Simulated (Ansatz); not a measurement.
Y:
```
Y
1.0
    3.59944     0.00000     0.00000
   -1.79972     3.11721     0.00000
    0.00000     0.00000     5.57916
Y
2
Cartesian
  0.00000   2.07814   4.18437
  1.79972   1.03907   1.39479
```

Relaxed with PBEsol. Special points in fractions of this cell's reciprocal vectors: Γ (0.000, 0.000, 0.000); M (0.500, 0.000, 0.000); K (0.333, 0.333, 0.000); A (0.000, 0.000, 0.500); L (0.500, 0.000, 0.500); H (0.333, 0.333, 0.500).

Q: List the band energies nearest the Fermi level at these points for plane-wave PAW PBEsol (Ansatz code).

A: In eV from the Fermi level; about four levels below and three above (degenerate sets whole), none deeper than 8.9 eV; points with the same levels are listed once.

```
k                    below                          above
-  -----------------------  -----------------------------
Γ              -4.72 -1.91                 1.14 1.77 1.77
M  -1.69 -1.27 -0.86 -0.04                 1.44 1.53 2.21
K  -0.80 -0.67 -0.67 -0.45                 1.14 1.14 2.48
A              -3.21 -3.21  1.03 1.03 1.67 1.67 1.67 1.67
L              -1.71 -1.71            0.09 0.09 1.52 1.52
H  -0.40 -0.40 -0.40 -0.40            0.48 0.48 2.87 2.87
```

Space group P6_3/mmc (hcp (Mg type)). The cell was relaxed with PBEsol under the symmetry of its start. The run is not spin-polarised. Spin–orbit coupling is left out wherever it is not named.

Potentials: the later of the program's two PAW sets.
